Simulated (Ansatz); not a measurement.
**ScBi, first-principles data**

ScBi:
```
CELL_PARAMETERS angstrom
      0.00000     2.93720     2.93720
      2.93720     0.00000     2.93720
      2.93720     2.93720     0.00000
ATOMIC_POSITIONS crystal
  Sc 0.50000 0.50000 0.50000
  Bi 0.00000 0.00000 0.00000
```

Space group Fm-3m (No. 225), rock salt; conventional cell a = 5.8744 Å, b = 5.8744 Å, c = 5.8744 Å, α = 90.00°, β = 90.00°, γ = 90.00°.

Method: LDA in the plane-wave PAW code Ansatz. Geometry: relaxed at this level of theory. Other levels are named where they apply.

### Cell and energy

```yaml
volume_per_atom: 25.34 Å³
density: 8.32 g/cm³
Formation energy from the elements (no fitted shifts): -0.78 eV/atom
```

### Electronic structure

```yaml
electronic_character: metallic (no gap)
Density of states at the Fermi level: 0.19 states/eV per atom (mean over ±0.08 eV)
```

### Mechanics

```yaml
Bulk modulus (Birch–Murnaghan fit): 69.6 GPa
Pressure derivative B′: 4.2
Elastic constants (relaxed ions, GPa): C11 = 163, C12 = 23.1, C44 = 21.6
mechanical_stability: stable (all eigenvalues of C positive)
hill_bulk_and_shear_moduli: 69.7 and 35.4 GPa
Young's modulus: 90.8 GPa
Poisson's ratio: 0.28
debye_temperature_from_the_elastic_constants: 233 K
```

### Phonons

```yaml
highest_zone_centre_frequency: 203 cm^-1
zone_centre_stability: no imaginary mode at Γ
```

The workflow started from a Materials Project entry (that database holds measured and hypothetical structures alike); the Crystallography Open Database copy checked does not list it. With Sc and Bi taken as one species the cell has the higher symmetry Pm-3m, so it may be an ordered model of a mixed-site phase. Its standing as an ambient phase is unchecked. Symmetry was held in the LDA relaxation. The run is not spin-polarised. As this level gives no gap, shear constants depend on the k-mesh and smearing (Fermi–Dirac, 0.1 eV here). As this level gives no gap, phonon frequencies hold no LO–TO term and depend on the k-mesh and smearing (Fermi–Dirac, 0.1 eV here). The references are the lowest solids computed at this level, not always the standard phases. Scalar-relativistic: spin–orbit coupling is off unless named, which matters more the heavier the elements.

Potentials: the later of the program's two PAW sets.
